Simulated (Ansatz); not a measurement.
Ga:
```
CELL_PARAMETERS angstrom
      5.26577    -6.77049     0.00000
      5.26577     6.77049     0.00000
      0.00000     0.00000     5.12211
ATOMIC_POSITIONS crystal
  Ga 0.77972 0.67397 0.25000
  Ga 0.22028 0.32603 0.75000
  Ga 0.67397 0.77972 0.75000
  Ga 0.32603 0.22028 0.25000
  Ga 0.60514 0.39486 0.50048
  Ga 0.39486 0.60514 0.49952
  Ga 0.39486 0.60514 0.00048
  Ga 0.60514 0.39486 0.99952
  Ga 0.36432 0.08874 0.75000
  Ga 0.63568 0.91126 0.25000
  Ga 0.08874 0.36432 0.25000
  Ga 0.91126 0.63568 0.75000
  Ga 0.08446 0.66421 0.25000
  Ga 0.91554 0.33579 0.75000
  Ga 0.66421 0.08446 0.75000
  Ga 0.33579 0.91554 0.25000
  Ga 0.98869 0.01131 0.25000
  Ga 0.01131 0.98869 0.75000
  Ga 0.21529 0.78471 0.75000
  Ga 0.78471 0.21529 0.25000
```

Relaxed with r²SCAN. Special points in fractions of this cell's reciprocal vectors: Γ (0.000, 0.000, 0.000); Y (-0.500, 0.500, 0.000); C0 (-0.401, 0.599, 0.000); Σ0 (0.401, 0.401, 0.000); Z (0.000, 0.000, 0.500); A0 (0.401, 0.401, 0.500); E0 (-0.401, 0.599, 0.500); T (-0.500, 0.500, 0.500); S (0.000, 0.500, 0.000); R (0.000, 0.500, 0.500).

Question: List the band energies nearest the Fermi level at these points for the program Ansatz at the r²SCAN level (PAW).

Answer: In eV from the Fermi level; about four levels below and three above (degenerate sets whole), none deeper than 8.9 eV; points with the same levels are listed once.

```tsv
k	below	above
Γ	-1.56 -1.55 -0.80 -0.72 -0.14	0.12 1.35 1.49
Y	-0.41 -0.18 -0.12 -0.09	0.40 0.55 0.71
C0	-0.45 -0.43 -0.21 -0.10	0.08 0.52 0.62
Z	-0.80 -0.80 -0.33 -0.33	0.18 0.18 1.55 1.55
A0	-2.01 -2.01 -1.49 -1.49	1.46 1.46 2.25 2.25
T	-2.31 -2.31 -1.66 -1.66	2.43 2.43 2.61 2.61
S	-0.69 -0.50 -0.47 -0.32	0.18 0.23 0.27
R	-1.19 -1.19 -0.60 -0.60	0.83 0.83 1.12 1.12
```

Space group Cmcm. The workflow started from a Materials Project entry (that database holds measured and hypothetical structures alike); the Crystallography Open Database files this formula in space group No. 63, but the cells were not matched. It is not the phase usual at ambient conditions (space group No. 64). The r²SCAN relaxation kept the symmetry of its start; whether a distortion lowers the energy is not shown. Spin–orbit coupling is left out wherever it is not named.

Potentials: the earlier of the program's two PAW sets.
